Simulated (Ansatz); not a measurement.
Consider the following.

Ga2O3:
```yaml
crystal:
  lattice:
    - [5.11790, 0.00000, 0.00000]
    - [0.00000, 8.79933, 0.00000]
    - [0.00000, 0.00000, 9.41614]
  atoms:
    - { symbol: Ga, position: [0.67702, 0.15232, 0.20675] }
    - { symbol: Ga, position: [0.32298, 0.84768, 0.70675] }
    - { symbol: Ga, position: [0.82298, 0.65232, 0.70675] }
    - { symbol: Ga, position: [0.17702, 0.34768, 0.20675] }
    - { symbol: Ga, position: [0.68756, 0.83814, 0.01759] }
    - { symbol: Ga, position: [0.31244, 0.16186, 0.51759] }
    - { symbol: Ga, position: [0.81244, 0.33814, 0.51759] }
    - { symbol: Ga, position: [0.18756, 0.66186, 0.01759] }
    - { symbol: Ga, position: [0.17838, 0.03220, 0.00432] }
    - { symbol: Ga, position: [0.82162, 0.96780, 0.50432] }
    - { symbol: Ga, position: [0.32162, 0.53220, 0.50432] }
    - { symbol: Ga, position: [0.67838, 0.46780, 0.00432] }
    - { symbol: Ga, position: [0.69133, 0.15026, 0.79610] }
    - { symbol: Ga, position: [0.30867, 0.84974, 0.29610] }
    - { symbol: Ga, position: [0.80867, 0.65026, 0.29610] }
    - { symbol: Ga, position: [0.19133, 0.34974, 0.79610] }
    - { symbol: O, position: [0.97689, 0.51140, 0.14168] }
    - { symbol: O, position: [0.02311, 0.48860, 0.64168] }
    - { symbol: O, position: [0.52311, 0.01140, 0.64168] }
    - { symbol: O, position: [0.47689, 0.98860, 0.14168] }
    - { symbol: O, position: [0.34696, 0.84149, 0.90616] }
    - { symbol: O, position: [0.65304, 0.15851, 0.40616] }
    - { symbol: O, position: [0.15304, 0.34149, 0.40616] }
    - { symbol: O, position: [0.84696, 0.65851, 0.90616] }
    - { symbol: O, position: [0.02942, 0.82421, 0.13448] }
    - { symbol: O, position: [0.97058, 0.17579, 0.63448] }
    - { symbol: O, position: [0.47058, 0.32421, 0.63448] }
    - { symbol: O, position: [0.52942, 0.67579, 0.13448] }
    - { symbol: O, position: [0.48094, 0.66754, 0.64699] }
    - { symbol: O, position: [0.51906, 0.33246, 0.14699] }
    - { symbol: O, position: [0.01906, 0.16754, 0.14699] }
    - { symbol: O, position: [0.98094, 0.83246, 0.64699] }
    - { symbol: O, position: [0.34841, 0.17118, 0.87927] }
    - { symbol: O, position: [0.65159, 0.82882, 0.37927] }
    - { symbol: O, position: [0.15159, 0.67118, 0.37927] }
    - { symbol: O, position: [0.84841, 0.32882, 0.87927] }
    - { symbol: O, position: [0.65095, 0.49818, 0.41286] }
    - { symbol: O, position: [0.34905, 0.50182, 0.91286] }
    - { symbol: O, position: [0.84905, 0.99818, 0.91286] }
    - { symbol: O, position: [0.15095, 0.00182, 0.41286] }
```

This is the PBE-relaxed structure. Cartesian axes are those of the cell as given.

### Question
All from DFT-PBE in the program Ansatz with PAW potentials, unless another level is named. Estimate the band gap.

### Answer
2.10 eV (smallest direct gap 2.10 eV).

### Question
What about the electron effective mass?

### Answer
0.22 mₑ (isotropic).

### Question
Next, the conduction-band minimum?

### Answer
at Γ.

### Question
Next, the valence-band maximum?

### Answer
on the Γ–X line, 19 % of the way from Γ (k = -0.094, 0.000, 0.000).

### Question
Next, the weight of the conduction-edge state by species (Voronoi cells)?

### Answer
O 51 %, Ga 49 %.

### Question
Next, the weight of the valence-edge state by species (Voronoi cells)?

### Answer
O 96 %, Ga 4 %.

Space group Pna2_1. The start of the workflow was typed in or built on a structure type; neither database checked (COD, Materials Project) lists it. It is not the phase usual at ambient conditions (space group No. 12, 167). The cell was relaxed with PBE under the symmetry of its start; whether a distortion lowers the energy is not shown. Spin–orbit coupling is left out wherever it is not named.

Potentials: the later of the program's two PAW sets.
